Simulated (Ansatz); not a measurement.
Values for one crystal, relaxed and computed with the program Ansatz at the r²SCAN level (PAW); other levels are named.

| Property | Result |
|---|---|
| Volume per atom | 19.75 Å³ |
| Electronic character | metallic (no gap) |
| Density of states at the Fermi level | 0.20 states/eV per atom (mean over ±0.08 eV) |
| Formation energy from the elements (no fitted shifts) | -0.69 eV/atom |

### Question
Which compound is it?
A) AlRu, CsCl type
B) Cu3Pd, Cu3Au type
C) Zr2Cd, I4/mmm (Zr on 4e, Cd on 2b)
D) Y2Ga3Cu, P3m1 (Pearson symbol hP6)

### Answer
D, Y2Ga3Cu, P3m1 (Pearson symbol hP6)

The workflow started from a Materials Project entry (that database holds measured and hypothetical structures alike); the Crystallography Open Database copy checked does not list it. With Ga and Cu taken as one species the cell has the higher symmetry P-3m1, so it may be an ordered model of a mixed-site phase. Whether it is the stable phase at ambient conditions was not checked. The r²SCAN relaxation kept the symmetry of its start; its stability against distortions is not shown here. The run is not spin-polarised. The references are the lowest solids computed at this level, not always the standard phases. Spin–orbit coupling is left out wherever it is not named.

Potentials: the later of the program's two PAW sets.
